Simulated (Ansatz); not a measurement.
ZrRh₃ (Cu3Au type, Pm-3m), PBE in the plane-wave PAW code Ansatz, all energies at zero smearing, with the estimated change up to a 700 eV cutoff added, with one set of potentials and settings (totals compare only within such a set). Cell of 4 atoms (3 Rh, 1 Zr): -23395.293 eV.

```json
[
 {"element": "Rh", "reference phase": "Fm-3m, 1 atoms in the cell", "E (eV/atom)": "-6402.8911"},
 {"element": "Zr", "reference phase": "P6_3/mmc, 2 atoms in the cell", "E (eV/atom)": "-4183.8362"}
]
```

Formation energy per atom, worked out: (-23395.293 − 3×(-6402.8911) − 1×(-4183.8362))/4 = -0.696 eV/atom (-67 kJ per mol of atoms), at 0 K, without zero-point energy or fitted corrections.

The workflow started from an entry of the Crystallography Open Database (COD). Whether it is the stable phase at ambient conditions was not checked. Symmetry was held in the PBE relaxation; its stability against distortions is not shown here. No spin polarisation was allowed. The references are the lowest solids computed at this level, not always the standard phases.

Potentials: the later of the program's two PAW sets.
